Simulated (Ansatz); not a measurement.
LiVSiO5 — quadrupolar parameters

The cell is a Materials Project structure (computed, not necessarily an observed phase).

```cif
data_LiVSiO5
_symmetry_space_group_name_H-M 'P2_1/m'
_symmetry_Int_Tables_number 11
_cell_length_a 4.6049
_cell_length_b 6.1668
_cell_length_c 6.3456
_cell_angle_alpha 90.000
_cell_angle_beta 93.989
_cell_angle_gamma 90.000
loop_
_atom_site_label
_atom_site_type_symbol
_atom_site_symmetry_multiplicity
_atom_site_Wyckoff_symbol
_atom_site_fract_x
_atom_site_fract_y
_atom_site_fract_z
Li Li 2 d 0.5000 0.0000 0.5000
V V 2 e 0.1033 0.7500 0.7511
Si Si 2 e 0.0185 0.2500 0.7463
O7 O 2 e 0.8592 0.2500 0.9673
O8 O 2 e 0.7544 0.7500 0.6966
O9 O 4 f 0.2258 0.4643 0.7343
O11 O 2 e 0.7727 0.2500 0.5507
```

One atom of each set is listed.

The numbers come from a DFT calculation in Ansatz (PBE, plane waves and PAW, scalar-relativistic, 420 eV cutoff, Γ-centred 5×4×4 k-points, Fermi–Dirac smearing 0.02 eV).

C_Q = eQV_zz/h, which is 24.18 MHz for Q = 1 b and V_zz = 10²¹ V/m²; η = (V_xx − V_yy)/V_zz.

6Li: I = 1, Q = -0.8080 mb; 51V: I = 7/2, Q = -52.00 mb; ¹⁷O: I = 5/2, Q = -25.58 mb. Q values from Pyykkö, Mol. Phys. 116, 1328 (2018).

```tsv
site	atoms	first shell	V_zz (10²¹ V/m²)	η	C_Q (MHz)
Li	2	6 O at 2.00–2.26 Å	0.22	0.45	-0.004
V	2	5 O at 1.62–2.04 Å	4.69	0.29	-5.90
Si	2	4 O at 1.62–1.64 Å	1.16	0.99	–
O7	2	1 Si at 1.63 Å, 1 V at 1.78 Å, angle 148°	6.20	0.26	-3.84
O8	2	1 V at 1.62 Å; also 2 Li at 2.26 Å	-0.76	0.22	0.471
O9	4	1 Si at 1.64 Å, 1 V at 1.86 Å, 1 Li at 2.03 Å	6.49	0.56	-4.02
O11	2	1 Si at 1.62 Å, 2 Li at 2.00 Å, 1 V at 2.04 Å	6.33	0.71	-3.91
```

At O7 V_zz runs parallel to the line that joins its two neighbours (within 4°).

Si has no stable isotope with a ground-state quadrupole moment in the table, so no C_Q is given.

At this cell the principal stresses reach 5 GPa in size with PBE, which can matter for small gradients. The largest force is 0.5 eV/Å, so the atoms aren't at the calculated equilibrium and relaxing them would move these values. With these PAW files V_zz is typically within 2 to 3 % of all-electron values, but misses above 10 % occur on Li. Where η is near 1 the sign of V_zz means little.
